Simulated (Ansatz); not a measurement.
Input for Ansatz (plane-wave DFT, PAW):

```yaml
crystal:
  lattice:
    - [7.6192367481, 0.0, 0.0]
    - [-3.809618374, 6.5984525813, 0.0]
    - [0.0, 0.0, 2.9112990899]
  atoms:
    - { symbol: Si, position: [0.7678317162, 0.1740753499, 0.3256285714] }
    - { symbol: Si, position: [0.5937563663, 0.7678317162, 0.8256285714] }
    - { symbol: Si, position: [0.8259246501, 0.5937563663, 0.3256285714] }
    - { symbol: Si, position: [0.2321682838, 0.8259246501, 0.8256285714] }
    - { symbol: Si, position: [0.4062436337, 0.2321682838, 0.3256285714] }
    - { symbol: Si, position: [0.1740753499, 0.4062436337, 0.8256285714] }
    - { symbol: "N", position: [0.0298827494, 0.3299417877, 0.3256285714] }
    - { symbol: "N", position: [0.6999409617, 0.0298827494, 0.8256285714] }
    - { symbol: "N", position: [0.6700582123, 0.6999409617, 0.3256285714] }
    - { symbol: "N", position: [0.9701172506, 0.6700582123, 0.8256285714] }
    - { symbol: "N", position: [0.3000590383, 0.9701172506, 0.3256285714] }
    - { symbol: "N", position: [0.3299417877, 0.3000590383, 0.8256285714] }
    - { symbol: "N", position: [0.3333333333, 0.6666666667, -0.1743714286] }
    - { symbol: "N", position: [0.6666666667, 0.3333333333, 0.3256285714] }
basis:
  ecutwfc: 420
kpoints:
  mp_grid: { grid: [6, 6, 8] }
hamiltonian:
  xc: pbe
scf:
  occupations: { method: gaussian, width: 0.02 }
output:
  forces: true
  stress: true
  eigenvalues: true
relax:
  adjacent_minimum: "off"
  f_tol: 0.005
  max_steps: 50
  cell: { stress_tol: 0.05 }
```

Run as
```bash
ansatz run input.yaml --threads 4 --pin off --max-ram 10240MiB --backend cpu --events-out ev --progress --plain --runs-dir out
```

Theory: Ansatz 0.2.0, DFT PBE, scalar-relativistic, plane waves, PAW.

From the run's log, abridged:

```
Pseudopotentials: kind: paw
Pseudopotential: Si, paw, valence charge 4, recommended cutoff 420 eV (normal)
Pseudopotential: N, paw, valence charge 5, recommended cutoff 420 eV (normal)
Functional definition: PBE
Crystal: 14 atoms, lattice volume = 146.366 Å³
Basis set: ecut = 420 eV, 2859 PW (Γ), exchange–correlation on 108×108×40 points (8 copies of the dense FFT grid, shifted against one another)
Bands: 46, of which v1, the nominal top of the filled ones, is band 32 counted from 1 (31 counted from 0)
Symmetry: 12 space group operations
Space group: P63/m (ITA 176), of the structure as read, at distance tolerance 5.3e-5 Å
k-points: 40 of 288
Initial density: superposition of atomic densities (neutral atoms: chi_scale 0, normalization atom), corrected by the library's trained network
Initial wavefunctions: pseudopotential atomic-orbital guess
Functional: x = pbe(κ = 0.804, μ = 0.21951497), c = pbe(β = 0.06672455)
SCF iter   1: F=—  HF=-6901.775287 eV  |F-HF|=—  |Δ(HF+E_count)|=         —  Δρ=1.51e-3  dr2=1.07e-3  ethr=1.77e-3  ⟨swp⟩=7.1  Hψ=9440  notcnv=0  defer=31
SCF iter   2: F=—  HF=-6901.777800 eV  |F-HF|=—  |Δ(HF+E_count)|=   2.51e-3  Δρ=8.41e-4  dr2=3.96e-4  ethr=1.67e-6  ⟨swp⟩=3.0  Hψ=4158  notcnv=0  defer=294
SCF iter   3: F=—  HF=-6901.778615 eV  |F-HF|=—  |Δ(HF+E_count)|=   8.15e-4  Δρ=1.73e-4  dr2=3.22e-5  ethr=6.19e-7  ⟨swp⟩=2.0  Hψ=2946  notcnv=0  defer=294
SCF iter   4: F=—  HF=-6901.778589 eV  |F-HF|=—  |Δ(HF+E_count)|=   2.59e-5  Δρ=6.19e-5  dr2=5.07e-6  ethr=5.03e-8  ⟨swp⟩=2.0  Hψ=2468  notcnv=0  defer=294
SCF iter   5: F=—  HF=-6901.778592 eV  |F-HF|=—  |Δ(HF+E_count)|=   3.61e-6  Δρ=2.83e-5  dr2=1.49e-6  ethr=7.92e-9  ⟨swp⟩=2.0  Hψ=2456  notcnv=0  defer=294
SCF iter   6: F=—  HF=-6901.778594 eV  |F-HF|=—  |Δ(HF+E_count)|=   1.41e-6  Δρ=8.42e-6  dr2=1.38e-7  ethr=2.33e-9  ⟨swp⟩=2.3  Hψ=2686  notcnv=0  defer=294
SCF iter   7: F=-6901.778594 eV  HF=-6901.778594 eV  |F-HF|=6.99e-9  |Δ(HF+E_count)|=   1.42e-7  Δρ=6.01e-6  dr2=4.20e-8  ethr=1.56e-10  ⟨swp⟩=14.0  Hψ=9489  notcnv=0
SCF 1 converged in 7 iterations: F = -6901.778594 eV  dr2 = 4.20e-8
relax step   1: F+E_penalty+E_count = -6901.77859401 eV  Δ(F+E_penalty+E_count) = +0.000e0 eV  max|allowed force component| = 1.704e-2 eV/Å  Δτ_max = 0.0000 Å  P = +4.047 GPa  Ω = 146.366 Å³  (7 SCF iters, dr2 threshold 1.00e-7 eV, accepted)
Crystal: 14 atoms, lattice volume = 147.628 Å³
Basis set: ecut = 420 eV, 2907 PW (Γ), exchange–correlation on 108×108×40 points (8 copies of the dense FFT grid, shifted against one another)
Initial density: handed on by an earlier stage of this run
Initial wavefunctions: those handed on with the density
SCF iter   1: F=—  HF=-6901.801065 eV  |F-HF|=—  |Δ(HF+E_count)|=         —  Δρ=2.43e-3  dr2=8.77e-3  ethr=1.44e-5  ⟨swp⟩=3.7  Hψ=6458  notcnv=0
SCF iter   2: F=—  HF=-6901.798607 eV  |F-HF|=—  |Δ(HF+E_count)|=   2.46e-3  Δρ=8.33e-4  dr2=9.22e-4  ethr=1.37e-5  ⟨swp⟩=2.1  Hψ=3326  notcnv=0  defer=1
SCF iter   3: F=—  HF=-6901.798346 eV  |F-HF|=—  |Δ(HF+E_count)|=   2.61e-4  Δρ=3.53e-4  dr2=1.76e-4  ethr=1.44e-6  ⟨swp⟩=2.0  Hψ=2876  notcnv=0
SCF iter   4: F=—  HF=-6901.798333 eV  |F-HF|=—  |Δ(HF+E_count)|=   1.29e-5  Δρ=5.01e-5  dr2=5.45e-6  ethr=2.74e-7  ⟨swp⟩=2.0  Hψ=3122  notcnv=0
SCF iter   5: F=-6901.798337 eV  HF=-6901.798337 eV  |F-HF|=1.42e-7  |Δ(HF+E_count)|=   4.06e-6  Δρ=2.20e-5  dr2=8.24e-7  ethr=2.19e-9  ⟨swp⟩=9.7  Hψ=9538  notcnv=0
SCF 2 converged in 5 iterations: F = -6901.798337 eV  dr2 = 8.24e-7
relax step   2: F+E_penalty+E_count = -6901.79833749 eV  Δ(F+E_penalty+E_count) = -1.974e-2 eV  max|allowed force component| = 1.825e-2 eV/Å  Δτ_max = 0.0057 Å  P = +1.943 GPa  Ω = 147.628 Å³  energy of the carried Pulay correction = -3.640e-3 eV  (5 SCF iters, dr2 threshold 1.40e-6 eV, accepted)
Crystal: 14 atoms, lattice volume = 148.762 Å³
SCF iter   1: F=—  HF=-6901.804147 eV  |F-HF|=—  |Δ(HF+E_count)|=         —  Δρ=2.03e-3  dr2=6.38e-3  ethr=1.06e-5  ⟨swp⟩=3.0  Hψ=6466  notcnv=0
SCF iter   2: F=—  HF=-6901.802281 eV  |F-HF|=—  |Δ(HF+E_count)|=   1.87e-3  Δρ=5.88e-4  dr2=5.19e-4  ethr=9.96e-6  ⟨swp⟩=2.1  Hψ=3343  notcnv=0  defer=1
SCF iter   3: F=—  HF=-6901.802086 eV  |F-HF|=—  |Δ(HF+E_count)|=   1.95e-4  Δρ=2.77e-4  dr2=1.23e-4  ethr=8.11e-7  ⟨swp⟩=1.6  Hψ=2597  notcnv=0
SCF iter   4: F=—  HF=-6901.802078 eV  |F-HF|=—  |Δ(HF+E_count)|=   8.25e-6  Δρ=4.19e-5  dr2=3.54e-6  ethr=1.92e-7  ⟨swp⟩=2.0  Hψ=3121  notcnv=0
SCF iter   5: F=-6901.802081 eV  HF=-6901.802081 eV  |F-HF|=2.77e-7  |Δ(HF+E_count)|=   3.28e-6  Δρ=1.04e-5  dr2=2.15e-7  ethr=2.19e-9  ⟨swp⟩=9.1  Hψ=9373  notcnv=0
SCF 3 converged in 5 iterations: F = -6901.802081 eV  dr2 = 2.15e-7
relax step   3: F+E_penalty+E_count = -6901.80208115 eV  Δ(F+E_penalty+E_count) = -3.744e-3 eV  max|allowed force component| = 5.921e-3 eV/Å  Δτ_max = 0.0026 Å  P = +0.062 GPa  Ω = 148.762 Å³  energy of the carried Pulay correction = -6.885e-3 eV  (5 SCF iters, dr2 threshold 1.40e-6 eV, accepted)
Crystal: 14 atoms, lattice volume = 148.792 Å³
SCF iter   1: F=—  HF=-6901.802106 eV  |F-HF|=—  |Δ(HF+E_count)|=         —  Δρ=1.08e-4  dr2=1.63e-5  ethr=2.47e-8  ⟨swp⟩=2.7  Hψ=6585  notcnv=0
SCF iter   2: F=—  HF=-6901.802016 eV  |F-HF|=—  |Δ(HF+E_count)|=   9.05e-5  Δρ=5.06e-5  dr2=3.22e-6  ethr=2.47e-8  ⟨swp⟩=2.4  Hψ=2850  notcnv=0
SCF iter   3: F=—  HF=-6901.802015 eV  |F-HF|=—  |Δ(HF+E_count)|=   4.39e-7  Δρ=1.41e-5  dr2=2.85e-7  ethr=5.04e-9  ⟨swp⟩=2.8  Hψ=2928  notcnv=0
SCF iter   4: F=—  HF=-6901.802015 eV  |F-HF|=—  |Δ(HF+E_count)|=   4.13e-8  Δρ=3.50e-6  dr2=3.01e-8  ethr=4.45e-10  ⟨swp⟩=2.4  Hψ=2960  notcnv=0
SCF iter   5: F=-6901.802015 eV  HF=-6901.802015 eV  |F-HF|=1.88e-9  |Δ(HF+E_count)|=   3.08e-8  Δρ=1.62e-6  dr2=5.48e-9  ethr=2.04e-11  ⟨swp⟩=7.2  Hψ=7622  notcnv=0
SCF 4 converged in 5 iterations: F = -6901.802015 eV  dr2 = 5.48e-9
relax step   4: F+E_penalty+E_count = -6901.80201534 eV  Δ(F+E_penalty+E_count) = +6.581e-5 eV  max|allowed force component| = 1.583e-3 eV/Å  Δτ_max = 0.0005 Å  P = +0.005 GPa  Ω = 148.792 Å³  energy of the carried Pulay correction = -6.972e-3 eV  (5 SCF iters, dr2 threshold 1.31e-8 eV, accepted)
Initial wavefunctions: pseudopotential atomic-orbital guess (no wavefunctions were taken with the density)
SCF iter   1: F=—  HF=-6901.809608 eV  |F-HF|=—  |Δ(HF+E_count)|=         —  Δρ=9.37e-5  dr2=1.79e-6  ethr=2.18e-7  ⟨swp⟩=4.7  Hψ=15455  notcnv=0
SCF iter   2: F=—  HF=-6901.809530 eV  |F-HF|=—  |Δ(HF+E_count)|=   7.83e-5  Δρ=4.69e-5  dr2=3.85e-7  ethr=2.80e-9  ⟨swp⟩=2.0  Hψ=3120  notcnv=0
SCF iter   3: F=—  HF=-6901.809533 eV  |F-HF|=—  |Δ(HF+E_count)|=   2.92e-6  Δρ=1.00e-5  dr2=2.04e-8  ethr=6.02e-10  ⟨swp⟩=2.6  Hψ=2919  notcnv=0
SCF iter   4: F=—  HF=-6901.809533 eV  |F-HF|=—  |Δ(HF+E_count)|=   1.18e-7  Δρ=1.03e-6  dr2=1.10e-9  ethr=3.19e-11  ⟨swp⟩=2.0  Hψ=3120  notcnv=0
SCF iter   5: F=-6901.809533 eV  HF=-6901.809533 eV  |F-HF|=2.13e-10  |Δ(HF+E_count)|=  1.64e-10  Δρ=3.70e-7  dr2=1.14e-10  ethr=1.00e-12  ⟨swp⟩=7.0  Hψ=7410  notcnv=0
SCF 5 converged in 5 iterations: F = -6901.809533 eV  dr2 = 1.14e-10
Crystal: 14 atoms, lattice volume = 148.847 Å³
SCF iter   1: F=—  HF=-6901.809486 eV  |F-HF|=—  |Δ(HF+E_count)|=         —  Δρ=1.09e-4  dr2=1.81e-5  ethr=2.90e-8  ⟨swp⟩=2.9  Hψ=6368  notcnv=0
SCF iter   2: F=—  HF=-6901.809394 eV  |F-HF|=—  |Δ(HF+E_count)|=   9.23e-5  Δρ=3.47e-5  dr2=1.74e-6  ethr=2.83e-8  ⟨swp⟩=2.0  Hψ=2815  notcnv=0
SCF iter   3: F=—  HF=-6901.809394 eV  |F-HF|=—  |Δ(HF+E_count)|=   4.04e-7  Δρ=1.51e-5  dr2=3.68e-7  ethr=2.72e-9  ⟨swp⟩=2.0  Hψ=2890  notcnv=0
SCF iter   4: F=-6901.809393 eV  HF=-6901.809393 eV  |F-HF|=7.17e-9  |Δ(HF+E_count)|=   4.31e-8  Δρ=2.64e-6  dr2=1.53e-8  ethr=4.38e-11  ⟨swp⟩=6.0  Hψ=9262  notcnv=0
SCF 6 converged in 4 iterations: F = -6901.809393 eV  dr2 = 1.53e-8
relax step   6: F+E_penalty+E_count = -6901.80939349 eV  Δ(F+E_penalty+E_count) = +1.397e-4 eV  max|allowed force component| = 3.169e-4 eV/Å  Δτ_max = 0.0002 Å  P = +0.001 GPa  Ω = 148.847 Å³  energy of the carried Pulay correction = -1.588e-4 eV  (4 SCF iters, dr2 threshold 2.81e-8 eV, accepted)
SCF iter   1: F=—  HF=-6901.809617 eV  |F-HF|=—  |Δ(HF+E_count)|=         —  Δρ=4.79e-6  dr2=2.45e-8  ethr=2.08e-7  ⟨swp⟩=4.7  Hψ=15496  notcnv=0
SCF iter   2: F=—  HF=-6901.809530 eV  |F-HF|=—  |Δ(HF+E_count)|=   8.78e-5  Δρ=3.05e-6  dr2=1.09e-8  ethr=3.83e-11  ⟨swp⟩=3.2  Hψ=4392  notcnv=0
SCF iter   3: F=—  HF=-6901.809530 eV  |F-HF|=—  |Δ(HF+E_count)|=   3.01e-9  Δρ=1.41e-6  dr2=3.85e-9  ethr=1.71e-11  ⟨swp⟩=2.6  Hψ=2947  notcnv=0
SCF iter   4: F=—  HF=-6901.809530 eV  |F-HF|=—  |Δ(HF+E_count)|=   3.45e-9  Δρ=5.26e-7  dr2=5.55e-10  ethr=6.01e-12  ⟨swp⟩=2.2  Hψ=2679  notcnv=0
SCF iter   5: F=—  HF=-6901.809530 eV  |F-HF|=—  |Δ(HF+E_count)|=  4.84e-10  Δρ=5.80e-7  dr2=2.26e-10  ethr=1.00e-12  ⟨swp⟩=2.4  Hψ=2880  notcnv=0
SCF iter   6: F=-6901.809530 eV  HF=-6901.809530 eV  |F-HF|=3.82e-11  |Δ(HF+E_count)|=  9.28e-11  Δρ=3.49e-7  dr2=8.14e-11  ethr=1.00e-12  ⟨swp⟩=5.3  Hψ=6093  notcnv=0
SCF 7 converged in 6 iterations: F = -6901.809530 eV  dr2 = 8.14e-11
SCF converged after 6 iterations
Free energy (F): -6901.809530 eV
Harris-Foulkes:  -6901.809530 eV  (|F-HF|=3.82e-11)
Internal energy: -6901.809530 eV  (E = F + TS)
E sigma→0 (E₀):  -6901.809530 eV
Fermi energy:    10.146735 eV
--- Per-component energies (eV) ---
  E_band       = 50.672867
  E_kinetic    = 1346.414375
  E_local      = -2166.777035  (includes V_loc(G=0)·N_el)
  E_nonlocal   = 508.094175
  E_hartree    = 723.208103
  E_xc         = -825.421340
  E_vxc        = -910.062348  (∫ρ·V_xc dr)
  E_paw        = -4099.823997  (= ΣΔE_a)
  E_vpaw       = -173.413597  (= ΣTr[D̂ρ^β])
  E_aug_tail   = 0.000832  (compensation charges beyond the density's cutoff)
  E_ewald      = -2387.504642
  E_smearing   =  0.000000  (= −TS)
--- Forces (eV/Å), atoms counted from 1 ---
  atom   1  Si     0.00011617    -0.00034155     0.00000000
  atom   2  Si     0.00035388    -0.00007017     0.00000000
  atom   3  Si     0.00023771     0.00027138     0.00000000
  atom   4  Si    -0.00011617     0.00034155     0.00000000
  atom   5  Si    -0.00035388     0.00007017     0.00000000
  atom   6  Si    -0.00023771    -0.00027138     0.00000000
  atom   7  N      0.00012084     0.00006618     0.00000000
  atom   8  N      0.00000310     0.00013774     0.00000000
  atom   9  N     -0.00011773     0.00007156     0.00000000
  atom  10  N     -0.00012084    -0.00006618     0.00000000
  atom  11  N     -0.00000310    -0.00013774     0.00000000
  atom  12  N      0.00011773    -0.00007156     0.00000000
  atom  13  N      0.00000000     0.00000000     0.00000000
  atom  14  N      0.00000000     0.00000000     0.00000000
--- Stress (GPa, compression-positive) ---
        0.002213       0.000000       0.000000
        0.000000       0.002213       0.000000
        0.000000       0.000000       0.002580
  P = ⅓ Tr σ = 0.0023 GPa (0.023 kbar)
--- Band table (eV; the first three rows and the last of 40) ---
  k-point 0: bands = ["-10.0384", "-8.6192", "-8.6192", "-7.9905", "-7.8495", "-7.8495", "-6.6383", "-6.3389", "-0.0107", "-0.0107", "0.0704", "0.7451", "0.7451", "2.2803", "2.2803", "3.1605", "3.5019", "4.0195", "4.0195", "4.1714", "4.1714", "4.7380", "4.7380", "4.7809", "5.2615", "6.5034", "6.5034", "6.7634", "6.7634", "7.5752", "7.6292", "7.8311", "12.2833", "12.5974", "12.8069", "12.8069", "13.0984", "13.0984", "13.8643", "15.3266", "15.8483", "15.8483", "16.6102", "17.4083", "17.4083", "17.6522"]
  k-point 1: bands = ["-9.8544", "-8.4536", "-8.4536", "-7.8631", "-7.7078", "-7.7078", "-6.5674", "-6.3138", "0.0071", "0.0071", "0.1908", "0.7701", "0.7701", "2.3429", "2.3429", "2.7417", "3.1600", "3.4990", "3.4990", "3.5699", "3.5699", "4.5476", "4.6540", "4.6540", "4.6931", "6.4658", "6.4658", "6.7939", "6.7939", "6.9639", "7.1425", "8.0101", "13.2404", "13.4023", "13.6577", "13.6577", "13.6639", "13.6639", "14.1743", "15.4006", "15.6652", "15.6652", "16.9521", "16.9745", "16.9745", "17.1254"]
  k-point 2: bands = ["-9.3244", "-7.9918", "-7.9918", "-7.5307", "-7.3356", "-7.3356", "-6.4037", "-6.3179", "-0.2229", "-0.2229", "0.5061", "0.5080", "0.5080", "1.4095", "2.3056", "2.3056", "2.5847", "2.6281", "2.6281", "3.0494", "3.0494", "3.5018", "4.4892", "4.5924", "4.5924", "5.8742", "6.3733", "6.3733", "6.4718", "6.7308", "6.7308", "7.9617", "13.6156", "13.6156", "14.4730", "14.6620", "14.6620", "14.8982", "15.1039", "15.6168", "15.6168", "15.8216", "15.8219", "15.8219", "16.3152", "16.8304"]
  k-point 39: bands = ["-7.5705", "-7.5705", "-6.9937", "-6.9937", "-6.9735", "-6.9735", "-6.3357", "-6.3357", "-1.0372", "-1.0372", "-0.4268", "-0.4268", "-0.1779", "-0.1779", "1.6093", "1.6093", "1.9128", "1.9128", "3.2400", "3.2400", "3.4995", "3.4995", "3.7077", "3.7077", "5.3193", "5.3193", "6.1722", "6.1722", "6.6556", "6.6556", "6.9422", "6.9422", "12.9391", "12.9391", "13.8103", "13.8103", "14.0504", "14.0504", "14.3740", "14.3740", "14.5409", "14.5409", "15.5825", "15.5825", "16.9279", "16.9279"]
--- Relaxed structure (5 steps of the walk, 5 accepted, 2 SCFs on fresh bases) ---
  F+E_penalty+E_count = -6901.80952962 eV   max|allowed force component| = 3.539e-4 eV/Å   (the final SCF, on the basis selected at the relaxed cell)
  cell:  # Å, volume = 148.8469 Å³
    - [7.66362428, 0.0, 0.0]
    - [-3.83181214, 6.63689331, 0.0]
    - [0.0, 0.0, 2.92644751]
  atoms:
    - { symbol: Si, position: [0.76891348, 0.17501446, 0.32562857] }
    - { symbol: Si, position: [0.59389901, 0.76891348, 0.82562857] }
    - { symbol: Si, position: [0.82498553, 0.59389901, 0.32562857] }
    - { symbol: Si, position: [0.23108651, 0.82498553, 0.82562857] }
    - { symbol: Si, position: [0.40610098, 0.23108651, 0.32562857] }
    - { symbol: Si, position: [0.17501446, 0.40610098, 0.82562857] }
    - { symbol: N, position: [0.03083576, 0.33000203, 0.32562857] }
    - { symbol: N, position: [0.70083372, 0.03083576, 0.82562857] }
    - { symbol: N, position: [0.66999796, 0.70083372, 0.32562857] }
    - { symbol: N, position: [0.96916423, 0.66999796, 0.82562857] }
    - { symbol: N, position: [0.29916627, 0.96916423, 0.32562857] }
    - { symbol: N, position: [0.33000203, 0.29916627, 0.82562857] }
    - { symbol: N, position: [0.33333333, 0.66666666, -0.1743714286] }
    - { symbol: N, position: [0.66666666, 0.33333333, 0.32562857] }
```

The relaxation met its thresholds.

Time: 70 s on 4 threads of Intel(R) Xeon(R) Processor @ 2.50GHz (Skylake/Cascade Lake) (shared host), peak memory 0.66 GiB.